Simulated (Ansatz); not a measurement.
A crystal relaxed with r2SCAN in Ansatz 0.2.0 has space group R-3m:H (No. 166) and a = 3.621 Å, c = 17.762 Å.

| atom | site | x | y | z |
| --- | --- | --- | --- | --- |
| F | 3a | 0.0000 | 0.0000 | 0.0000 |
| Xx | 3b | 0.6667 | 0.3333 | 0.8333 |
| Na | 6c | 0.3333 | 0.6667 | 0.9301 |

r2SCAN gives a direct gap of 5.02 eV at Γ. With HSE06 the gap is 5.78 eV and direct, at Γ. With PBE the gap is 4.34 eV and direct, at Γ. Meshes: r2SCAN 8×8×8, HSE06 6×6×6, PBE 8×8×8. r2SCAN's ε∞ is 2.2 along all three axes, to this precision.

Q: Which element is Xx?
A. H
B. I
C. Br
D. Cl

A: D. Xx is Cl: an ordered 4-atom cell of Na2ClF on the rocksalt lattice (R-3m). F has 6 Na at 2.43 Å; Cl has 6 Na at 2.71 Å; Na has 3 F at 2.43 Å and 3 Cl at 2.71 Å.

Spin-unpolarised throughout. Whether this structure exists isn't addressed.
